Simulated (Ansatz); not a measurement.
Relaxed Os (hcp, Mg type):

```xyz
4
Lattice="5.5097 0.0000 0.0000 -1.3774 2.3858 0.0000 0.0000 0.0000 4.3443" Properties=species:S:1:pos:R:3 pbc="T T T"
Os     0.0000     1.5905     3.2582
Os     2.7549     1.5905     3.2582
Os     1.3774     0.7953     1.0861
Os     4.1323     0.7953     1.0861
```

In this cell atom 1 (Os, nearest neighbour Os at 2.692 Å; its periodic images, 2.8 Å or more away, move with it) is moved by s along Cartesian [110], unit vector (0.707, 0.707, 0.000); all other atoms and the cell stay fixed.

The numbers are results of PBE (plane waves to 420 eV, PAW, scalar-relativistic; Ansatz, an electronic-structure program), not measurements. k mesh 8×16×9 (Γ-centred), Fermi-Dirac smearing 0.05 eV. E stands for the smeared free energy. With partly filled bands, energies and forces of such displacements shift with the k mesh and the smearing. Os is run without spin polarisation. Os was relaxed with its symmetry unable to fall. Spin-orbit coupling is left out, though Os is heavy. The zero of ΔE is the undisplaced structure. The last digit holds for this mesh only.

```json
[
 {"s (Å)": "-0.540", "ΔE (meV/cell)": "2868.8"},
 {"s (Å)": "-0.432", "ΔE (meV/cell)": "1658.5"},
 {"s (Å)": "-0.324", "ΔE (meV/cell)": "849.3"},
 {"s (Å)": "-0.216", "ΔE (meV/cell)": "353.9"},
 {"s (Å)": "-0.108", "ΔE (meV/cell)": "87.0"},
 {"s (Å)": "0.000", "ΔE (meV/cell)": "0.0"},
 {"s (Å)": "0.108", "ΔE (meV/cell)": "86.2"},
 {"s (Å)": "0.216", "ΔE (meV/cell)": "355.3"},
 {"s (Å)": "0.324", "ΔE (meV/cell)": "846.1"},
 {"s (Å)": "0.432", "ΔE (meV/cell)": "1607.7"},
 {"s (Å)": "0.540", "ΔE (meV/cell)": "2693.9"}
]
```

Problem. What force constant k = d²E/ds² at s = 0 does the table give?

Solution. 15 eV/Å². It is the second difference of the nearest points, corrected with the next pair.

Problem. With k = 14.64 eV/Å² from the forces, is the well harmonic out to s = 0.540 Å?

Solution. ½ks² = 2135 meV/cell against the computed 2694 meV/cell, so the well is stiffer than harmonic there.

(A displaced cell: forces are minus the slopes of the energy, force constants its curvatures, and phonons follow from these.)
